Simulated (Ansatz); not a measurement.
## What a trial cell of Cd₄Te₃O relaxes into

Level of theory: Ansatz 0.2.0, DFT PBE, scalar-relativistic, plane waves, PAW. Cutoff 420 eV, Gaussian smearing, Γ-centred meshes. Cell and atoms relax first on a coarse mesh and then on a finer one. In between, the cell is made exact in the group found at 0.06 Å. In metals the finer mesh still leaves noise of several meV/atom or more. The steps can't lower the symmetry of their start. No spin polarisation.

The guess for Cd₄Te₃O was made by a generator: ordered mixture on the anion sites of nickel arsenide (P-6m2, No. 187) (occupants of the shared sites, in ratio, Te: 3, O: 1). Its size is a rough estimate.

```
Cd Te O
1.0
     4.10935    0.00000    0.00000
    -2.05468    3.55880    0.00000
     0.00000    0.00000   12.73899
Cd Te O
4 3 1
Direct
  0.00000 0.00000 0.62500
  0.00000 0.00000 0.12500
  0.00000 0.00000 0.87500
  0.00000 0.00000 0.37500
  0.33333 0.66667 0.75000
  0.33333 0.66667 0.25000
  0.66667 0.33333 0.00000
  0.66667 0.33333 0.50000
```

Formation energies are uncorrected and refer to the elements' standard structures at the same level (O₂ as a molecule).

Question: Describe the relaxed structure.

Answer: The symmetry stays P-6m2 (No. 187). The volume per atom grows by 8.2 %, from 23.3 to 25.2 Å³. The shortest distance goes from 2.86 Å (Cd–O and Cd–Te) to 2.72 Å (Cd–O). The ratio c/a of the conventional cell changes by a factor of 1.11. The energy falls by about 0.18 eV/atom (the start's value is from the coarse mesh). Conventional cell: a = 4.076 Å, c = 14.002 Å. Cd on its first site is surrounded by 3 O at 2.72 Å, 1 Cd at 2.75 Å and 3 Te at 3.00 Å; around Cd on its second site lie 6 Te at 3.01–3.02 Å; around Te on a site of symmetry 3m lie 6 Cd at 3.00–3.01 Å; around Te on a site of symmetry -6m2 lie 6 Cd at 3.02 Å; around O lie 6 Cd at 2.72 Å.

```cif
data_structure
_symmetry_space_group_name_H-M 'P-6m2'
_symmetry_Int_Tables_number 187
_cell_length_a 4.0762
_cell_length_b 4.0762
_cell_length_c 14.0021
_cell_angle_alpha 90.000
_cell_angle_beta 90.000
_cell_angle_gamma 120.000
_cell_volume 201.48
loop_
_atom_site_label
_atom_site_type_symbol
_atom_site_symmetry_multiplicity
_atom_site_Wyckoff_symbol
_atom_site_fract_x
_atom_site_fract_y
_atom_site_fract_z
_atom_site_occupancy
Cd1 Cd 2 g 0.00000 0.00000 0.59808 1
Cd2 Cd 2 g 0.00000 0.00000 0.13538 1
Te1 Te 2 h 0.33333 0.66667 0.73083 1
Te2 Te 1 e 0.66667 0.33333 0.00000 1
O1 O 1 f 0.66667 0.33333 0.50000 1
```

Question: How does it come out in energy, and is it a metal?

Answer:

* Energy over the elements: −0.21 eV/atom
* Gap on the 12×12×4 mesh of the 8-atom cell: 0 eV (a metal)

It lies below the elements, which doesn't yet make it stable against other compounds or structures.

The last run used Gaussian smearing of 0.10 eV. Spin–orbit coupling, which can matter for Te, is left out. The reference form of Te is held partly by dispersion forces, which this level lacks. A structure relaxed within its symmetry needn't be a true minimum. In all, the 3 runs took 13 min on 1 thread of Intel(R) Xeon(R) Platinum 8259CL CPU @ 2.50GHz (Skylake/Cascade Lake) (shared host).
